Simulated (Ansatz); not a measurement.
BC$_{5}$ in space group P3m1 (No. 156; Pearson symbol hP6) under volume change, r²SCAN (plane waves, PAW; program Ansatz), shape and atoms relaxed at each volume.

```json
[
 {"V (Å³/atom)": "5.421", "E − E(relaxed) (meV/atom)": "67.7", "P (GPa)": "43.51"},
 {"V (Å³/atom)": "5.600", "E − E(relaxed) (meV/atom)": "28.6", "P (GPa)": "26.93"},
 {"V (Å³/atom)": "5.779", "E − E(relaxed) (meV/atom)": "[?]", "P (GPa)": "[?]"},
 {"V (Å³/atom)": "5.957", "E − E(relaxed) (meV/atom)": "0.0", "P (GPa)": "0.00"},
 {"V (Å³/atom)": "6.136", "E − E(relaxed) (meV/atom)": "[?]", "P (GPa)": "[?]"},
 {"V (Å³/atom)": "6.315", "E − E(relaxed) (meV/atom)": "23.8", "P (GPa)": "-20.35"},
 {"V (Å³/atom)": "6.493", "E − E(relaxed) (meV/atom)": "51.1", "P (GPa)": "-28.56"}
]
```

Q: Fill in the missing entries.

A: 
- 5.779, E − E(relaxed) (meV/atom): 6.8
- 5.779, P (GPa): 12.52
- 6.136, E − E(relaxed) (meV/atom): 6.2
- 6.136, P (GPa): -10.89

Q: What does a third-order Birch–Murnaghan fit give for V₀, B₀ and B′?

A: V₀ = 5.96 Å³/atom, B₀ = 388 GPa, B′ = 3.7.

The start of the workflow was typed in or built on a structure type; the Crystallography Open Database copy checked does not list it. Its standing as an ambient phase is unchecked. The cell was relaxed with r²SCAN under the symmetry of its start; whether a distortion lowers the energy is not shown. Its formation energy is positive at this level, so the cell may be metastable or incomplete.

Potentials: the earlier of the program's two PAW sets.
